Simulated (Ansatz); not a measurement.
**PbO (P4/nmm), a sublattice moved along a line**

All numbers below come from Ansatz 0.2.0, DFT PBEsol, scalar-relativistic, plane waves, PAW. The runs took a 420 eV cutoff, a Γ-centred 8×8×6 mesh and Gaussian smearing (0.05 eV). Spin–orbit coupling is left out, which matters for the heavy elements here. No spin polarisation. Energies are free energies at this smearing, counted from the undisturbed cell; pressure is positive in compression.

The starting cell (as given, not relaxed at this level; it stands at 0.9 GPa):

```yaml
crystal:
  lattice:
    - [3.97440, 0.00000, 0.00000]
    - [0.00000, 3.97440, 0.00000]
    - [0.00000, 0.00000, 5.02200]
  atoms:
    - { symbol: Pb, position: [0.00000, 0.50000, 0.23510] }
    - { symbol: Pb, position: [0.50000, 0.00000, 0.76490] }
    - { symbol: O, position: [0.00000, 0.00000, 0.00000] }
    - { symbol: O, position: [0.50000, 0.50000, 0.00000] }
```

Every O atom is moved by x along the Cartesian unit vector (0.000, 0.000, 1.000); the cell and all other atoms stay fixed.

```tsv
x (Å)	ΔE (meV/cell)	force along x on the moved atoms (eV/Å)	pressure (GPa)	gap on the mesh (eV)
-0.2000	327.2	3.20	1.9	1.06
-0.1000	83.3	1.66	1.2	1.15
0.0000	0.0	0.00	0.9	1.18
0.0250	5.2	-0.42	?	?
0.0500	20.9	?	?	1.17
0.0750	46.9	-1.25	1.1	1.16
0.1250	129.7	-2.06	1.3	1.14
0.1500	186.0	-2.45	1.5	1.12
0.1750	251.9	-2.83	1.6	1.09
```

By symmetry 0.2000 repeats -0.2000, -0.1500 repeats 0.1500, 0.1000 repeats -0.1000, -0.0500 repeats 0.0500 in energy, with the opposite slope along the path.

Problem. Give the withheld values.

Solution. pressure (GPa) at x (Å) = 0.0250: 0.9; gap on the mesh (eV) at x (Å) = 0.0250: 1.18; force along x on the moved atoms (eV/Å) at x (Å) = 0.0500: -0.83; pressure (GPa) at x (Å) = 0.0500: 1.0.